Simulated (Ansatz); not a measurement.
One crystal and one scan (frozen-phonon scan) at two levels, PBE (plane waves to 420 eV, PAW, scalar-relativistic; Ansatz, an electronic-structure program) and r2SCAN (plane waves to 500 eV, PAW, scalar-relativistic; Ansatz), each from its own relaxed cell and on its own mesh. The cell shown is that of PBE.

BN (zinc blende)

```xyz
4
Lattice="0.0000 3.6247 3.6247 1.8124 0.0000 1.8124 1.8124 1.8124 0.0000" Properties=species:S:1:pos:R:3 pbc="T T T"
N      2.7185     2.7185     2.7185
N      2.7185     4.5309     4.5309
B      0.0000     0.0000     0.0000
B      1.8124     3.6247     1.8124
```

The atoms are displaced by Q × the pattern below (from a DFPT mode at L = (0.5, 0.0, 0.0), largest move 1; Q in Å), at fixed cell. It is one choice among 2 degenerate patterns. (q is in reciprocal vectors of the primitive cell; the cell shown is doubled to hold the pattern.)

```tsv
atom	x	y	z
N1	-0.215	0.392	-0.607
N2	0.215	-0.392	0.607
B3	-0.285	0.520	-0.805
B4	0.285	-0.520	0.805
```

BN was relaxed with its symmetry unable to fall. Percentages come from the unrounded values.

Results of PBE:

```
Quantity                                                                                                                                           Value
----------------------------------------------------------------------------------------  --------------------------------------------------------------
Lattice constant a (Å)                                                                                                                             3.625
Harmonic wavenumber from the curvature (finite differences) (cm⁻¹ (negative: imaginary))                                                             966
Shape of the curve                                                                        a single well with its minimum at or next to zero displacement
```

Q: What does r2SCAN give for the same quantities?

A: 
| quantity | r2SCAN | PBE − r2SCAN |
|---|---|---|
| Lattice constant a (Å) | 3.610 | +0.015 (+0.4 %) |
| Harmonic wavenumber from the curvature (finite differences) (cm⁻¹ (negative: imaginary)) | 979 | -13 (-1.4 %) |

PBE gives the higher value for: lattice constant a. They agree on: harmonic wavenumber from the curvature (within 1.5 %). Both give the same shape of the curve: a single well with its minimum at or next to zero displacement. Neither level is exact: the differences show how much the result hangs on the functional.

(A displaced cell: forces are minus the slopes of the energy, force constants its curvatures, and phonons follow from these.)
